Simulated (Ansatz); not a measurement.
AlN:
```yaml
crystal:
  lattice:
    - [3.29235, 0.00000, 0.00000]
    - [-1.64617, 2.85126, 0.00000]
    - [0.00000, 0.00000, 4.13695]
  atoms:
    - { symbol: Al, position: [0.33333, 0.66667, 0.75000] }
    - { symbol: Al, position: [0.66667, 0.33333, 0.25000] }
    - { symbol: N, position: [0.33333, 0.66667, 0.25000] }
    - { symbol: N, position: [0.66667, 0.33333, 0.75000] }
```

Relaxed with r²SCAN. Special points in fractions of this cell's reciprocal vectors: Γ (0.000, 0.000, 0.000); M (0.500, 0.000, 0.000); K (0.333, 0.333, 0.000); A (0.000, 0.000, 0.500); L (0.500, 0.000, 0.500); H (0.333, 0.333, 0.500).

**Question.** List the band energies nearest the valence-band maximum at these points for the program Ansatz at the r²SCAN level (PAW).

**Answer.** In eV from the valence-band maximum; about four levels below and three above (degenerate sets whole), none deeper than 8.9 eV; points with the same levels are listed once.

```
k                          below                          above
-  -----------------------------  -----------------------------
Γ   -3.47 -3.47 -1.71 -1.71 0.00            4.03 5.40 9.17 9.17
M        -4.72 -4.37 -3.01 -1.49                 4.63 7.97 8.13
K  -4.59 -4.59 -3.94 -3.94 -2.59          5.83 6.84 10.01 10.01
A        -2.63 -2.63 -2.63 -2.63  6.48 6.48 9.29 9.29 9.29 9.29
L        -3.40 -3.40 -1.81 -1.81          5.82 5.82 10.44 10.44
H        -5.33 -5.33 -0.86 -0.86            7.64 7.64 9.09 9.09
```

Space group P6_3/mmc. The first step of the workflow began from a Materials Project structure, measured or hypothetical; the Crystallography Open Database copy checked does not list it. It is not the phase usual at ambient conditions (space group No. 186, 216). The cell was relaxed with r²SCAN under the symmetry of its start; whether a distortion lowers the energy is not shown.

Potentials: the later of the program's two PAW sets.
